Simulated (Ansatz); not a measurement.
CaAu in space group Cmcm (No. 63; Ca on 4c, Au on 4c), plane-wave PAW PBE (Ansatz code), all energies at zero smearing, with the estimated change up to a 700 eV cutoff added, with one set of potentials and settings (totals compare only within such a set). Cell of 4 atoms (2 Ca, 2 Au): -29935.639 eV.

```json
[
 {"element": "Ca", "reference phase": "Fm-3m, 1 atoms in the cell", "E (eV/atom)": "-1816.8597"},
 {"element": "Au", "reference phase": "Fm-3m, 1 atoms in the cell", "E (eV/atom)": "-13149.3277"}
]
```

Formation energy per atom, worked out: (-29935.639 − 2×(-1816.8597) − 2×(-13149.3277))/4 = -0.816 eV/atom (-79 kJ per mol of atoms), at 0 K, without zero-point energy or fitted corrections.

The first step of the workflow began from a Materials Project structure, measured or hypothetical; the Crystallography Open Database copy checked does not list it. Its standing as an ambient phase is unchecked. Symmetry was held in the PBE relaxation; its stability against distortions is not shown here. The references are the lowest solids computed at this level, not always the standard phases. Scalar-relativistic: spin–orbit coupling is off unless named, which matters more the heavier the elements.

Potentials: the later of the program's two PAW sets.
